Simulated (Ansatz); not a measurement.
HfC:
Space group P6₃/mmc (No. 194); a = b = 3.2813 Å, c = 5.1142 Å, α = β = 90.00°, γ = 120.00°

```tsv
atom	site	symmetry	x	y	z
Hf	2c	-6m2	0.3333	0.6667	0.2500
C	2a	-3m.	0.0000	0.0000	0.0000
```

Relaxed at zero pressure with the program Ansatz at the LDA level (PAW).

**Question.** The volume is raised by 3 % and shape and atoms relax at that volume. What pressure results, and how do the axes share the change?

**Answer.** -7.2 GPa; a 0.9 %, b 0.9 %, c 1.2 %; the energy rises by 8 meV/atom.

**Question.** Give the new structure.

**Answer.** 
Space group P6₃/mmc (No. 194); a = 3.3112 Å, b = 3.3112 Å, c = 5.1731 Å, α = 90.00°, β = 90.00°, γ = 120.00°

```csv
atom,site,symmetry,x,y,z
Hf,2c,-6m2,0.3333,0.6667,0.2500
C,2a,-3m.,0.0000,0.0000,0.0000
```

The phase is kept; no other phase was compared at this pressure.

Space group P6_3/mmc (NiAs type). The workflow started from a Materials Project entry (that database holds measured and hypothetical structures alike); the Crystallography Open Database copy checked does not list it. It is not the phase usual at ambient conditions (space group No. 225). The LDA relaxation kept the symmetry of its start; whether a distortion lowers the energy is not shown. The run is not spin-polarised. Spin–orbit coupling is left out wherever it is not named.

Potentials: the later of the program's two PAW sets.
